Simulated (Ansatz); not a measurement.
Wurtzite alloy of ZnO and MgO (30 of 48 Zn sites exchanged), 96 atoms

Ansatz, PAW, plane waves. PBEsol relaxation of cell lengths and atoms (angles held) at the single k point (¼, ¼, ¼) without its symmetry partners; single points on the relaxed atoms at the single k point (¼, ¼, ¼) without its symmetry partners, onto which points of the small cell's zone fold. Arrangement: random. No spin–orbit coupling unless named.

Relaxed structure:

```
Mg Zn O
1.0
     9.79554    0.00000    0.00000
     0.00000   11.30460    0.00000
     0.00000    0.00000   10.26574
Mg Zn O
30 18 48
Direct
  0.16769 0.08092 0.24504
  0.99788 0.33402 0.24774
  0.00073 0.33148 0.74791
  0.49827 0.08202 0.74595
  0.33432 0.33412 0.24863
  0.33334 0.33155 0.74839
  0.16624 0.58448 0.24360
  0.00046 0.83173 0.24401
  0.83671 0.08226 0.74668
  0.50182 0.58585 0.24780
  0.49964 0.58193 0.74680
  0.33366 0.83243 0.74528
  0.83129 0.58307 0.24868
  0.83421 0.58366 0.74465
  0.66568 0.83323 0.24588
  0.66654 0.83497 0.74766
  0.00167 0.16587 0.49515
  0.33148 0.16623 0.49545
  0.16677 0.41918 0.49867
  0.16673 0.41487 0.99860
  0.66826 0.16702 0.49626
  0.66664 0.16500 0.99925
  0.50157 0.41672 0.49806
  0.50084 0.41583 0.99806
  0.16462 0.91599 0.49761
  0.16802 0.91509 0.99566
  0.83246 0.41567 0.99550
  0.66715 0.66827 0.99665
  0.50025 0.91493 0.49543
  0.83444 0.91338 0.49594
  0.16660 0.08438 0.74810
  0.49957 0.08406 0.25075
  0.16740 0.58337 0.74890
  0.99873 0.83376 0.74829
  0.83371 0.08301 0.25039
  0.66745 0.33521 0.24757
  0.66593 0.33066 0.74833
  0.33103 0.83290 0.24810
  0.99923 0.16660 0.99948
  0.33476 0.16681 0.99894
  0.00235 0.66799 0.49662
  0.99723 0.66520 0.99717
  0.33215 0.66626 0.49706
  0.33572 0.66742 0.99693
  0.83419 0.41545 0.49975
  0.66609 0.66782 0.50066
  0.49796 0.91760 0.99890
  0.83280 0.91834 0.99909
  0.00035 0.16652 0.19362
  0.00109 0.16651 0.68803
  0.33362 0.16729 0.19314
  0.33287 0.16626 0.68854
  0.16645 0.41618 0.19170
  0.16687 0.41615 0.69216
  0.99776 0.66522 0.19055
  0.00156 0.66700 0.69017
  0.66685 0.16664 0.19258
  0.66747 0.16401 0.69039
  0.49981 0.41854 0.19162
  0.49966 0.41526 0.69122
  0.33432 0.66691 0.19041
  0.33351 0.66552 0.69049
  0.16607 0.91536 0.18806
  0.16630 0.91668 0.69141
  0.83323 0.41758 0.18843
  0.83364 0.41547 0.69375
  0.66733 0.66750 0.18892
  0.66618 0.66741 0.69445
  0.49841 0.91733 0.19296
  0.49981 0.91581 0.68812
  0.83305 0.91673 0.19275
  0.83318 0.91607 0.68863
  0.16673 0.08169 0.43756
  0.16696 0.08323 0.94299
  0.00138 0.33357 0.44124
  0.00002 0.33297 0.94107
  0.50033 0.08323 0.44430
  0.49997 0.08329 0.93924
  0.33339 0.33425 0.44217
  0.33385 0.33341 0.94157
  0.16683 0.58371 0.43679
  0.16690 0.58294 0.94341
  0.00048 0.83300 0.43668
  0.99901 0.83305 0.94240
  0.83420 0.08157 0.44412
  0.83362 0.08368 0.93950
  0.66763 0.33365 0.44098
  0.66612 0.33137 0.94222
  0.50048 0.58345 0.44131
  0.50146 0.58248 0.94022
  0.33196 0.83338 0.44240
  0.33413 0.83305 0.93768
  0.83328 0.58320 0.44289
  0.83173 0.58241 0.93807
  0.66684 0.83284 0.43900
  0.66596 0.83525 0.94127
```

What are the mean bond lengths by pair (pairs within 1.2 times the sum of covalent radii, less contacts 15 % beyond the pair's median; cation–cation pairs of compounds aside; long ionic contacts are cut short by that bound)?

Mg–O 1.974 ± 0.007 Å (standard deviation, 120 bonds); O–Zn 1.979 ± 0.009 Å (standard deviation, 72 bonds).

What gap lies between the top filled and the lowest empty level in the single points?

HSE06 4.77 eV (55 s on NVIDIA H100). Away from Γ this isn't the crystal's band gap.
